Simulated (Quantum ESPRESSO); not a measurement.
Ca2MgZnO4 (made-up cell) (calculated)

All values are calculated (Quantum ESPRESSO 7.5). Calculation on a made-up crystal cell, not a measurement: periodic Kohn-Sham density functional theory in plane waves with PseudoDojo standard norm-conserving scalar-relativistic pseudopotentials, each functional with its own files (v0.5 for PBE, v0.4.1 for LDA and PBEsol), no spin polarisation, no spin-orbit coupling, atoms not relaxed, stress positive in tension, energies less a fixed whole-eV offset for each atom's element; levels are Kohn-Sham levels at fractions of this cell's reciprocal vectors, counted from the reference band (half the neutral cell's valence electrons, rounded up) at Gamma; error bars cover cutoff and k-mesh only, not smearing or the files; added strain carries the atoms with the cell, and shear is the tensor component; each bar is the largest change over components, and at least 0.002 eV, 0.002 eV per angstrom or 0.02 GPa; energies are for the whole cell, and the offsets were chosen from early runs and are not element reference energies.

```yaml
- formula: Ca2MgZnO4
  kind: "made-up cell"
  unstrained_structure:
    cell_angstrom: [[4.5672, 0.0, 0.0], [0.0, 4.5672, 0.0], [0.0, 0.0, 4.5672]]
    atoms_fractional:
      - [Ca, -0.04718, 0.01401, 0.00131]
      - [Mg, -0.04101, 0.48713, 0.50147]
      - [Ca, 0.46963, 0.02498, 0.51581]
      - [Zn, 0.47747, 0.50092, -0.01474]
      - [O, 0.52271, 0.0152, 0.01058]
      - [O, 0.49652, 0.49485, 0.49078]
      - [O, 1.00552, -0.00565, 0.49746]
      - [O, 0.96755, 0.46751, 0.00981]
  given:
    lattice_type: rocksalt
    functional: pbe
    "cutoff [eV]": 1143
    "fermi_dirac_smearing [eV]": 0.025
    "scf_tolerance [eV]": 1.0e-07
    electrons_removed: 0
    added_strain_kind: uniform
    added_strain: -0.0045
    k_mesh: "4 x 4 x 4, shifted by half a step"
    structure_shown: "before the added strain of -0.0045"
    atom_site: [1, 2, 3, 4, 5, 6, 7, 8]
    "atom_energy_offset [eV]": [-1055, -1617, -1055, -5687, -452, -452, -452, -452]
  results:
    "free_energy_less_offsets [eV]": 1.52
    "smearing_term_minus_ts [eV]": 0.0
    scf_iterations: 12
    "pressure [GPa]": 9.399
    "stress_xx [GPa]": -15.27
    "stress_yy [GPa]": -9.079
    "stress_zz [GPa]": -3.85
    "stress_yz [GPa]": -0.04774
    "stress_xz [GPa]": -0.02832
    "stress_xy [GPa]": -0.8716
    force_site: [1, 2, 3, 4, 5, 6, 7, 8]
    "force_x [eV/angstrom]": [3.631, 0.404, 0.8135, 0.001904, -3.792, -0.1359, -1.42, 0.4976]
    "force_y [eV/angstrom]": [-2.284, 0.5004, -1.588, 0.05293, -0.278, 1.111, 0.006285, 2.48]
    "force_z [eV/angstrom]": [0.1561, -0.2891, -0.6193, 0.4222, -0.1265, 0.4304, 0.3461, -0.3198]
    "error_bar_energy [eV]": 0.002
    "error_bar_stress [GPa]": 0.04277
    "error_bar_force [eV/angstrom]": 0.005974
    error_bars_from: "tighter rerun of a related cell"
```
